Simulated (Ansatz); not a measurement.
Te:
```
CELL_PARAMETERS angstrom
      4.51744     0.00000     0.00000
     -2.25872     3.91222     0.00000
      0.00000     0.00000     5.92296
ATOMIC_POSITIONS crystal
  Te 0.26073 0.00000 0.33333
  Te 0.00000 0.26073 0.66667
  Te 0.73927 0.73927 0.00000
```

Relaxed with r²SCAN+D4. Special points in fractions of this cell's reciprocal vectors: Γ (0.000, 0.000, 0.000); M (0.500, 0.000, 0.000); K (0.333, 0.333, 0.000); A (0.000, 0.000, 0.500); L (0.500, 0.000, 0.500); H (0.333, 0.333, 0.500).

**Question.** List the band energies nearest the valence-band maximum at these points for the program Ansatz at the r²SCAN+D4 level (PAW).

**Answer.** In eV from the valence-band maximum; about four levels below and three above (degenerate sets whole), none deeper than 8.9 eV; points with the same levels are listed once.

```
k                          below           above
-  -----------------------------  --------------
Γ  -2.93 -2.93 -1.71 -1.71 -0.78  1.17 1.17 1.77
M        -3.61 -3.43 -1.19 -0.91  1.15 1.26 3.49
K        -3.04 -3.04 -2.89 -2.58  3.00 3.00 3.36
A  -2.80 -2.80 -1.43 -1.16 -1.16  0.66 0.80 0.80
L        -3.75 -2.38 -2.04 -0.17  1.02 2.09 2.70
H  -5.04 -5.04 -1.10 -0.03 -0.03  0.41 1.66 1.66
```

Space group P3_121 (trigonal Se type). The r²SCAN+D4 relaxation kept the symmetry of its start. Scalar-relativistic: spin–orbit coupling is off unless named, which matters more the heavier the elements.

Potentials: the later of the program's two PAW sets.
